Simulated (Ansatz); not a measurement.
Sheets of one type (MA2Z4 (prismatic core, outer Z over the empty site)-type), PBE (plane waves, PAW; program Ansatz); HSE06 gaps on those cells.

```json
[
 {"layer": "NbAs4Ge2", "a (Å)": "3.764", "thickness (Å)": "10.19"},
 {"layer": "MoAs4Ge2", "a (Å)": "3.688", "thickness (Å)": "10.18"},
 {"layer": "TaAs4Ge2", "a (Å)": "?", "thickness (Å)": "?"},
 {"layer": "TaGe2P4", "a (Å)": "3.621", "thickness (Å)": "9.65"},
 {"layer": "TaGe2N4", "a (Å)": "3.078", "thickness (Å)": "7.39"}
]
```

Question: What belongs in the gaps?

Answer: 
- TaAs4Ge2, a (Å): 3.766
- TaAs4Ge2, thickness (Å): 10.18

Spin orders computed, not proven ground states: TaGe2N4, MA2Z4 (prismatic core, outer Z over the empty site)-type layer ferromagnetic. Began spin-polarised and lost the moments: NbAs4Ge2, MA2Z4 (prismatic core, outer Z over the empty site)-type layer; TaAs4Ge2, MA2Z4 (prismatic core, outer Z over the empty site)-type layer; TaGe2P4, MA2Z4 (prismatic core, outer Z over the empty site)-type layer. All cells were relaxed under the symmetry of their starts (and spin orders); stability against distortions was not tested throughout. Rows with no word on spin ran without spin polarisation. Spin–orbit coupling is left out wherever it is not named. Constructed layers (a layer type filled with these elements): NbAs4Ge2, MA2Z4 (prismatic core, outer Z over the empty site)-type layer; MoAs4Ge2, MA2Z4 (prismatic core, outer Z over the empty site)-type layer; TaAs4Ge2, MA2Z4 (prismatic core, outer Z over the empty site)-type layer; TaGe2P4, MA2Z4 (prismatic core, outer Z over the empty site)-type layer; TaGe2N4, MA2Z4 (prismatic core, outer Z over the empty site)-type layer.

Potentials: the later of the program's two PAW sets.
